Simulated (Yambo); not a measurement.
Yambo run on SrCl₂ (fluorite, space group Fm-3m, No. 225). The wavefunctions come from this Quantum ESPRESSO step (LDA, PseudoDojo standard norm-conserving files, scalar-relativistic):

```
&CONTROL
  calculation = 'nscf'
  pseudo_dir = './pseudo'
  outdir = './out'
/
&SYSTEM
  ibrav = 0
  nat = 3
  ntyp = 2
  ecutwfc = 68.0
  ecutrho = 272.0
  occupations = 'fixed'
  force_symmorphic = .true.
  nbnd = 155
/
&ELECTRONS
  conv_thr = 3.0000000000000004e-09
  diago_full_acc = .true.
  diago_thr_init = 1e-08
/
ATOMIC_SPECIES
Cl 35.4500 Cl.upf
Sr 87.6200 Sr.upf
CELL_PARAMETERS angstrom
  0.000000000000   3.399484294000   3.399484294000
  3.399484294000   0.000000000000   3.399484294000
  3.399484294000   3.399484294000   0.000000000000
ATOMIC_POSITIONS crystal
Cl   0.750000000000   0.750000000000   0.750000000000
Cl   0.250000000000   0.250000000000   0.250000000000
Sr   0.000000000000   0.000000000000   0.000000000000
K_POINTS automatic
4 4 4 0 0 0
```

Yambo input:

```
rim_cut
gw0
dyson
el_el_corr
HF_and_locXC
ppa
em1d
RandQpts= 1000000
RandGvec= 1 Ry
EXXRLvcs= 68 Ry
VXCRLvcs= 272 Ry
Chimod= "HARTREE"
% BndsRnXp
 1 | 152 |
%
NGsBlkXp= 8 Ry
% LongDrXp
 1.0 | 1.0 | 1.0 |
%
PPAPntXp= 27.2114 eV
% GbndRnge
 1 | 152 |
%
GTermKind= "BG"
DysSolver= "n"
ExtendOut
% QPkrange
 1 | 1 | 12 | 13 |
 3 | 3 | 12 | 13 |
 7 | 7 | 12 | 13 |
 8 | 8 | 12 | 13 |
%
```

k points by index: 1 = Γ, 3 = L, 7 = X, 8 = W.

Table of the .qp output:

```
#    K-point    Band    Eo [eV]    E [eV]    E-Eo [eV]    Vxc [eV]    Vnlxc [eV]    Sc|Eo [eV]    Sc|E [eV]    dSc/dw|Eo [eV]    Re(Z)    Im(Z)
#
    1    12    -0.376333    -2.167453    -1.791120    -14.42100    -18.78854    2.156858    2.576415    -6.373720    0.810220    -0.001137
    1    13    5.177208    6.061154    0.883946    -8.548856    -4.046418    -3.474027    -3.618492    -4.446737    0.859538    -0.913147E-3
    3    12    -1.177823    -3.016468    -1.838645    -13.96618    -18.55559    2.316807    2.750766    -6.422065    0.809055    -0.001242
    3    13    6.511435    7.949749    1.438314    -10.51416    -4.953783    -3.871463    -4.122064    -4.740771    0.851628    -0.923045E-3
    7    12    0.000000    -1.763029    -1.763029    -14.74971    -19.02702    2.099988    2.514280    -6.394020    0.809731    -0.001133
    7    13    5.103215    6.231765    1.128550    -9.102340    -4.353136    -3.435473    -3.620654    -4.464698    0.859050    -0.926921E-3
    8    12    -0.120444    -1.892960    -1.772516    -14.63698    -18.94625    2.120277    2.536749    -6.393253    0.809749    -0.001135
    8    13    5.926519    7.042923    1.116404    -9.639291    -4.810174    -3.520989    -3.712713    -4.672690    0.853446    -0.968129E-3
```
(The two width columns are left out.) Convergence of these settings isn't established.

Geometry relaxed with LDA.
